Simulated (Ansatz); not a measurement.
B (fcc (Cu type), Fm-3m) under volume change, PBEsol (plane waves, PAW; program Ansatz), scaled uniformly.

```csv
V (Å³/atom),E − E(relaxed) (meV/atom),P (GPa)
5.296,[?],[?]
5.471,20.4,19.66
5.646,[?],[?]
5.820,0.0,0.00
5.995,4.3,-7.73
6.169,16.5,-14.36
6.344,35.4,-20.23
```

**Question.** What belongs in the gaps?

**Answer.** 
- 5.646, E − E(relaxed) (meV/atom): 4.8
- 5.646, P (GPa): 9.14
- 5.296, E − E(relaxed) (meV/atom): 48.2
- 5.296, P (GPa): 31.63

**Question.** What does a third-order Birch–Murnaghan fit give for V₀, B₀ and B′?

**Answer.** V₀ = 5.82 Å³/atom, B₀ = 279 GPa, B′ = 3.9.

The cell is a constructed one: a structure type filled with these elements; neither database checked (COD, Materials Project) lists it. It is not the phase usual at ambient conditions (space group No. 166). Symmetry was held in the PBEsol relaxation. At this level the phase is mechanically unstable.

Potentials: the earlier of the program's two PAW sets. The files were generated under PBE; for other functionals the program regenerates the frozen cores, and for LDA and PBEsol the local potential too.
